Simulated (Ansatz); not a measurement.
The start is a relaxed V cell, doubled along one cell vector, shaken by Gaussian noise of σ = 0.08 Å a coordinate. Cell shape, volume and atoms are optimised at zero target pressure with PBE (plane waves to 420 eV, PAW, scalar-relativistic; Ansatz, a program for electronic structure). First-step values are on the input's coarse k-mesh.

Ansatz input (later rounds restart from its end on a renewed k-mesh):
Ansatz 0.2 input:
```yaml
crystal:
  lattice:
    - [-2.327791784, 2.327791784, 1.2918342311]
    - [2.327791784, -2.327791784, 1.2918342311]
    - [4.655583568, 4.655583568, -2.5836684622]
  atoms:
    - { symbol: V, position: [0.7296844941, 0.2196650879, 0.228218158] }
    - { symbol: V, position: [0.7736114902, 0.2728779471, 0.7386404874] }
    - { symbol: V, position: [0.0058371349, -0.0090355353, -0.0005553758] }
    - { symbol: V, position: [-0.0181892064, 0.0327920179, 0.5061615117] }
basis: { ecutwfc: 420, ecutrho_ratio: 4, xc_grid: 2, fft_grid_basis: typed }
kpoints: { mp_grid: { grid: [14, 14, 5] } }
hamiltonian:
  xc: pbe
  dispersion: none
  pseudopotentials: { azcp: { folder: ./paw }, kind: paw }
scf: { occupations: { method: fermi_dirac, width: 0.05 } }
relax: { f_tol: 0.01, max_steps: 100, cell: { stress_tol: 0.02 } }
output: { forces: true, stress: true }
```

Problem. By how much does the energy per atom fall from start to end?

Solution. 0.55 eV/atom.

Problem. How does the volume change?

Solution. -3.8 %, from 14.00 to 13.46 Å³/atom.

Problem. Does it find its way back to the structure it was made from?

Solution. It does not go back: it reaches Im-3m (No. 229), bcc (W type), 0.47 eV/atom below the parent.

Problem. Is the relaxed structure metallic? Give its gap.

Solution. Zero (metallic).

Problem. What does it relax into? Give the structure.

Solution. 
```cif
data_V2
_chemical_formula_sum 'V2'
_space_group_name_H-M_alt 'Im-3m'
_space_group_IT_number 229
_space_group_name_Hall '-I 4 2 3'
_cell_length_a 2.99733
_cell_length_b 2.99733
_cell_length_c 2.99733
_cell_angle_alpha 90.000
_cell_angle_beta 90.000
_cell_angle_gamma 90.000
loop_
_atom_site_label
_atom_site_type_symbol
_atom_site_symmetry_multiplicity
_atom_site_Wyckoff_symbol
_atom_site_fract_x
_atom_site_fract_y
_atom_site_fract_z
_atom_site_occupancy
V1 V 2 a 0.00000 0.00000 0.00000 1
```
(The calculation used a cell of 1 atom; values per cell refer to that cell.)

Final values are on a 22×22×22 k-mesh of the relaxed cell. The start holds a very short contact (V–V 2.20 Å). No spin polarisation in the result.

Of the parent cell (I4₁/amd (No. 141)): it is a generated cell of V: the first start was made by placing the elements on the sites of a structure type, and the end was not matched to a known phase here, so it may be hypothetical. Known forms of V include space group No. 229.
